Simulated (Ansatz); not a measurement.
Ge:
```xyz
8
Lattice="4.9230 2.8423 1.9533 -4.9230 2.8423 1.9533 0.0000 -5.6845 1.9533" Properties=species:S:1:pos:R:3 pbc="T T T"
Ge     0.0000     0.0000     4.1949
Ge     0.0000     0.0000     1.6650
Ge    -3.4263    -0.8837     2.5200
Ge     3.4263     0.8837     3.3399
Ge     2.4784    -2.5254     2.5200
Ge    -2.4784     2.5254     3.3399
Ge     0.9478     3.4091     2.5200
Ge    -0.9478    -3.4091     3.3399
```

Relaxed with PBEsol. Special points in fractions of this cell's reciprocal vectors: Γ (0.000, 0.000, 0.000); L (0.500, 0.000, 0.000); T (0.500, -0.500, 0.500); P0 (0.245, -0.755, 0.245); P2 (0.245, 0.245, 0.245); F (0.500, -0.500, 0.000).

Task: List the band energies nearest the Fermi level at these points for the program Ansatz at the PBEsol with spin–orbit coupling level (PAW).

Result: In eV from the Fermi level; about four levels below and three above (degenerate sets whole), none deeper than 8.9 eV; points with the same levels are listed once.

```tsv
k	below	above
Γ	-1.25 -1.25 -0.73 -0.73	1.45 1.45 1.79 1.79
L	-0.84 -0.84 -0.19 -0.19	1.25 1.25 1.55 1.55
T	-2.52 -2.52 -2.29 -2.29	0.33 0.33 0.48 0.48
P0	-2.26 -2.26 -2.01 -2.01	1.71 1.71 2.07 2.07
F	-1.53 -1.53 -1.07 -1.07	0.60 0.60 0.72 0.72
```

Space group R-3. The workflow started from a Materials Project entry (that database holds measured and hypothetical structures alike); the Crystallography Open Database copy checked does not list it. It is not the phase usual at ambient conditions (space group No. 227). The PBEsol relaxation kept the symmetry of its start; whether a distortion lowers the energy is not shown.

Potentials: the later of the program's two PAW sets.
